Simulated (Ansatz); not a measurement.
A relaxed structure of AlNi is spoiled in several ways and relaxed again each time (noise and exchanges are one random draw each; squeezed and stretched starts keep its symmetry, which their runs cannot lower; pressure is positive under compression). The numbers are results of PBEsol (plane waves to 420 eV, PAW, scalar-relativistic; Ansatz, a quantum-chemistry and plane-wave program), not measurements.

```cif
data_AlNi
_chemical_formula_sum 'Al1 Ni1'
_space_group_name_H-M_alt 'Pm-3m'
_space_group_IT_number 221
_space_group_name_Hall '-P 4 2 3'
_cell_length_a 2.86183
_cell_length_b 2.86183
_cell_length_c 2.86183
_cell_angle_alpha 90.000
_cell_angle_beta 90.000
_cell_angle_gamma 90.000
loop_
_atom_site_label
_atom_site_type_symbol
_atom_site_symmetry_multiplicity
_atom_site_Wyckoff_symbol
_atom_site_fract_x
_atom_site_fract_y
_atom_site_fract_z
_atom_site_occupancy
Al1 Al 1 a 0.00000 0.00000 0.00000 1
Ni1 Ni 1 b 0.50000 0.50000 0.50000 1
```

| change | first pressure (GPa) | largest first force (eV/Å) | released (eV/atom) | moves | outcome | final group | E − E(parent) (eV/atom) |
|---|---|---|---|---|---|---|---|
| squeezed uniformly to 70 % of its volume | 132.5 | 0.00 | 1.06 | 12 | returns to the parent | Pm-3m | 0.00 |
| deformed by the Cartesian strain tensor (xx, yy, zz, yz, xz, xy) = (-0.047, 0.040, -0.135, 0.025, 0.034, 0.057) | 45.1 | 0.00 | 0.37 | 14 | returns to the parent | Pm-3m | 0.00 |
| with every coordinate shifted by Gaussian noise of σ = 0.3 Å | – | – | 1.4 | 8 | returns to the parent | Pm-3m | 0.00 |

First-step values come from each run's starting, coarser k-mesh (13×13×13, 12×11×13, 11×11×11). The runs use different k-meshes, so differences are rounded accordingly. No spin polarisation in the result. A magnetic state may lie lower.
